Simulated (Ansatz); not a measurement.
Data:

B:
```cif
data_B8
_chemical_formula_sum 'B8'
_space_group_name_H-M_alt 'Fd-3m :1'
_space_group_IT_number 227
_space_group_name_Hall 'F 4d 2 3 -1d'
_cell_length_a 4.05111
_cell_length_b 4.05111
_cell_length_c 4.05111
_cell_angle_alpha 90.000
_cell_angle_beta 90.000
_cell_angle_gamma 90.000
loop_
_atom_site_label
_atom_site_type_symbol
_atom_site_symmetry_multiplicity
_atom_site_Wyckoff_symbol
_atom_site_fract_x
_atom_site_fract_y
_atom_site_fract_z
_atom_site_occupancy
B1 B 8 b 0.50000 0.50000 0.50000 1
```
(The calculation used a cell of 2 atoms; values per cell refer to that cell.)

This is the PBE-relaxed structure.

Task: All from plane-wave PAW PBE (Ansatz code), unless another level is named. Predict the electronic character.

Result: metallic (no gap).

Task: What about the density of states at the Fermi level?

Result: 0.44 states/eV per atom (mean over ±0.08 eV).

The start of the workflow was typed in or built on a structure type; neither database checked (COD, Materials Project) lists it. It is not the phase usual at ambient conditions (space group No. 166). The PBE relaxation kept the symmetry of its start; its stability against distortions is not shown here.

Potentials: the later of the program's two PAW sets.
